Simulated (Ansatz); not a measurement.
**Equation of state of ScF3 and its gap**

A database entry relaxed whole under r2SCAN (Pm-3m):

```
Sc F
1.0
     4.03337    0.00000    0.00000
     0.00000    4.03337    0.00000
     0.00000    0.00000    4.03337
Sc F
1 3
Direct
  0.00000 0.00000 0.00000
  0.50000 0.00000 0.00000
  0.00000 0.50000 0.00000
  0.00000 0.00000 0.50000
```

The cell was scaled uniformly, its shape held, and the atoms relaxed at each volume with plane-wave PAW DFT (Ansatz 0.2.0; r2SCAN, 500 eV, 8×8×8 Γ-centred mesh, fermi-dirac occupations of width 0.020 eV; no spin, no spin-orbit coupling). One row is withheld.

```csv
volume (Å³/atom),energy over the lowest (meV/atom),pressure (GPa),gap over mesh and path (eV)
15.420,20.3,6.97,7.324
15.748,8.7,4.39,7.208
16.076,2.1,2.08,7.093
16.404,0.0,0.01,6.979
16.732,?,?,?
17.060,7.5,-3.53,6.756
17.388,16.3,-5.03,6.647
```

Problem. Fit the pressures of the other rows to the third-order Birch-Murnaghan form.

Solution. With f = [(V₀/V)^(2/3) − 1]/2 and P = 3B₀f(1 + 2f)^(5/2)[1 + 3(B₀′ − 4)f/2], least squares gives V₀ = 16.41 Å³ an atom, B₀ = 98.2 GPa and B₀′ = 4.4; the rows miss the fit by less than 0.01 GPa. The slope of the energies differs from these pressures by less than 0.05 GPa.

Problem. How does the gap move with volume?

Solution. A parabola in ln(V/V₀) through the other rows has the slope dE_g/d ln V = -5.6 eV at V₀, so by B₀ the gap moves by +57 meV a GPa: it widens under pressure.

Problem. What does the withheld row hold?

Solution. The fit gives -1.86 GPa at 16.732 Å³; the run gave -1.86 GPa and 1.9 meV an atom. Its gap is 6.867 eV, against 6.867 eV from the parabola.

Caveats: the shape of the cell was held; 0 K, fixed nuclei; the symmetry was kept, and this need not be the phase that is stable at 0 K; one mesh for all volumes; r2SCAN gaps lie as a rule under measured ones; the slope of the gap can be off by tens of per cent, more where shallow d levels or spin-orbit coupling act on the edges; pressure is positive in compression.
